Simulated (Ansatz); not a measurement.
BAs (NiAs type, P6_3/mmc) at seven volumes, PBE in the plane-wave PAW code Ansatz, shape and atoms relaxed at each. One row is withheld.

```csv
V (Å³/atom),P (GPa)
11.424,14.06
11.801,?
12.178,3.97
12.554,0.00
12.931,-3.38
13.308,-6.26
13.684,-8.71
```

Task: Fit the shown pressures and predict the withheld one.

Result: Third-order Birch–Murnaghan: P = (3/2)B₀(x^(7/2) − x^(5/2))[1 + (3/4)(B′ − 4)(x − 1)] with x = (V₀/V)^(2/3). Least squares on the six rows gives V₀ = 12.555 Å³/atom, B₀ = 121.7 GPa, B′ = 4.29. At V = 11.801, x = 1.0422 and P = 8.61 GPa. The run itself gave 8.59 GPa.

The start of the workflow was typed in or built on a structure type; neither database checked (COD, Materials Project) lists it. It is not the phase usual at ambient conditions (space group No. 216). The PBE relaxation kept the symmetry of its start; its stability against distortions is not shown here. Its formation energy is positive at this level, so the cell may be metastable or incomplete.

Potentials: the earlier of the program's two PAW sets.
